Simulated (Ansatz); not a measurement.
A relaxed cell of Al2H2Cl is given with its symmetry left out. The cell was found from a structure generator's guess, not taken from experiment.

The calculation used Ansatz, DFT PBE+D3(BJ), scalar-relativistic, plane waves, PAW. Cutoff 420 eV, Γ-centred mesh, Gaussian smearing, no spin polarisation.

```yaml
crystal:
  lattice:
    - [3.22159, 0.00000, 0.00000]
    - [-1.61079, 2.78998, 0.00000]
    - [0.00000, 0.00000, 8.14204]
  atoms:
    - { symbol: Al, position: [0.00000, 0.00000, 0.43873] }
    - { symbol: Al, position: [0.00000, 0.00000, 0.75363] }
    - { symbol: H, position: [0.00000, 0.00000, 0.94985] }
    - { symbol: H, position: [0.33333, 0.66667, 0.73948] }
    - { symbol: Cl, position: [0.33333, 0.66667, 0.23813] }
```

Formation energies are uncorrected and refer to the elements' standard structures at the same level (Cl₂, H₂ as molecules).

Question: Find its symmetry and describe it.

Answer: P3m1 (No. 156). Conventional cell: a = 3.222 Å, c = 8.142 Å. Around Al on its first site lie 3 Cl at 2.48 Å, 1 Al at 2.56 Å, 3 H at 3.08 Å and 6 Al at 3.22 Å; Al on its second site has 1 H at 1.60 Å, 3 H at 1.86 Å and 1 Al at 2.56 Å; H on its first site is surrounded by 1 Al at 1.60 Å, 3 H at 2.53 Å and 3 Cl at 2.99 Å; Cl has 3 Al at 2.48 Å, 3 H at 2.99 Å and 6 Cl at 3.22 Å; 1 more site not described.

Question: What is its formation energy per atom?

Answer: 0.00 eV/atom. The formation energy is too near zero to say whether this cell lies below the elements.

Question: Is it a metal?

Answer: Yes, bands cross the Fermi level on the 12×12×6 mesh.

Question: From what recipe could a structure generator have reached it?

Answer: One such recipe: close-packed anion layers stacked ABB, next cell at A, with sites between them filled layer by layer (P3m1, No. 156). Other recipes can lead to the same cell.

The last run used a 12×12×6 mesh (in the run's order of axes) for its 5-atom cell and Gaussian smearing of 0.10 eV. The k mesh leaves some 4 meV/atom of noise in the energy of each metallic cell. The cell is a metal run without spin; a magnetic state may lie lower. With hydrogen, zero-point motion can shift formation energies by some tens of meV/atom. A structure relaxed within its symmetry needn't be a true minimum.
